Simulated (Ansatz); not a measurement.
Relaxed-ion elastic tensor of V$_{3}$Si in space group Fm-3m (No. 225; Si on 4a, V on 4b, V on 8c) in GPa (Voigt order), PBEsol in the plane-wave PAW code Ansatz; density 5.97 g/cm³, 12.58 Å³ per atom.

```
 218   206   206   0.0   0.0   0.0
 206   218   206   0.0   0.0   0.0
 206   206   218   0.0   0.0   0.0
 0.0   0.0   0.0  87.7   0.0   0.0
 0.0   0.0   0.0   0.0  87.7   0.0
 0.0   0.0   0.0   0.0   0.0  87.7
```

Q: Is the crystal mechanically stable?

A: Yes: the smallest eigenvalue of C is 12.1 GPa.

Q: Work out the Voigt and Reuss bounds. Is their mean of use?

A: K_V = 210, K_R = 210; G_V = 55.0, G_R = 13.7 GPa. The bounds lie so far apart that a Hill average or a Debye temperature from it would say little.

A made-up cell: these elements were put on the sites of a structure type; neither database checked (COD, Materials Project) lists it. COD files the formula under space group No. 223. Its standing as an ambient phase is unchecked. The cell was relaxed with PBEsol under the symmetry of its start; whether a distortion lowers the energy is not shown. Magnetic state: ferromagnetic, the only order run, not a proven ground state. As this level gives no gap, shear constants depend on the k-mesh and smearing (Fermi–Dirac, 0.1 eV here).

Potentials: the later of the program's two PAW sets.
